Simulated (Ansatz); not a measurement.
CuSnF₆:
Space group R-3, hexagonal axes (No. 148); a = b = 5.2765 Å, c = 13.7938 Å, α = β = 90.00°, γ = 120.00°

```json
[
 {"atom": "F", "site": "18f", "symmetry": "1", "x": "0.0003", "y": "0.3928", "z": "0.2495"},
 {"atom": "Sn", "site": "3b", "symmetry": "-3.", "x": "0.0000", "y": "0.0000", "z": "0.5000"},
 {"atom": "Cu", "site": "3a", "symmetry": "-3.", "x": "0.0000", "y": "0.0000", "z": "0.0000"}
]
```
(The calculation used a cell of 8 atoms; values per cell refer to that cell.)

Relaxed at zero pressure with PBEsol (plane waves, PAW; program Ansatz).

Question: The volume is raised by 6 % and shape and atoms relax at that volume. What pressure results, and how do the axes share the change?

Answer: -0.7 GPa; a 3.0 %, b 3.0 %, c -0.1 %; the energy rises by 2 meV/atom.

Question: Give the new structure.

Answer: 
Space group R-3, hexagonal axes (No. 148); a = 5.4339 Å, b = 5.4339 Å, c = 13.7868 Å, α = 90.00°, β = 90.00°, γ = 120.00°

```json
[
 {"atom": "F", "site": "18f", "symmetry": "1", "x": "0.0872", "y": "0.3338", "z": "0.0838"},
 {"atom": "Sn", "site": "3b", "symmetry": "-3.", "x": "0.0000", "y": "0.0000", "z": "0.5000"},
 {"atom": "Cu", "site": "3a", "symmetry": "-3.", "x": "0.0000", "y": "0.0000", "z": "0.0000"}
]
```

The phase is kept; no other phase was compared at this pressure.

The workflow started from an entry of the Crystallography Open Database (COD), which files this formula under 2 space groups. Whether it is the stable phase at ambient conditions was not checked. Symmetry was held in the PBEsol relaxation; whether a distortion lowers the energy is not shown. No spin polarisation was allowed. No Hubbard U is applied. Scalar-relativistic: spin–orbit coupling is off unless named, which matters more the heavier the elements.

Potentials: the later of the program's two PAW sets.
